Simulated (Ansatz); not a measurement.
The relaxed structure here is a generated cell of AlNi: the first start was made by placing the elements on the sites of a structure type, and the end was not matched to a known phase here, so it may be hypothetical. Known forms of AlNi include space group No. 221.

One starting cell of AlNi (a generated trial cell of AlNi in the CuPt structure type) was relaxed twice with Ansatz (plane waves, PAW, scalar-relativistic): with r2SCAN at 500 eV and with PBE at 420 eV. The r2SCAN result:

```xyz
2
Lattice="1.3481 0.7783 3.8767 -1.3481 0.7783 3.8767 0.0000 -1.5567 3.8767" Properties=species:S:1:pos:R:3 pbc="T T T"
Al     0.0000     0.0000     0.0000
Ni     0.0000     0.0000     5.8151
```

| quantity | r2SCAN | PBE |
|---|---|---|
| space group | R-3m | R-3m |
| volume (Å³/atom) | 12.20 | … |
| a (Å) | 2.696 | … |
| c (Å) | 11.630 | … |
| gap (eV, no spin-orbit coupling) | 0.00 | … |

Q: What does PBE give for the same quantities?

A: 
- volume (Å³/atom), PBE: 12.61
- a (Å), PBE: 2.731
- c (Å), PBE: 11.712
- gap (eV, no spin-orbit coupling), PBE: 0.00

Both levels end in the same structure; PBE's volume is 3.3 % larger. Neither column is exact.

No spin polarisation in the result. A magnetic state may lie lower.

The run could not lose the symmetry of its start; a randomly shaken copy of 4 atoms returns to this structure.

All atoms sit on sites fixed by symmetry, so only the cell could relax.

Ansatz is a first-principles code.
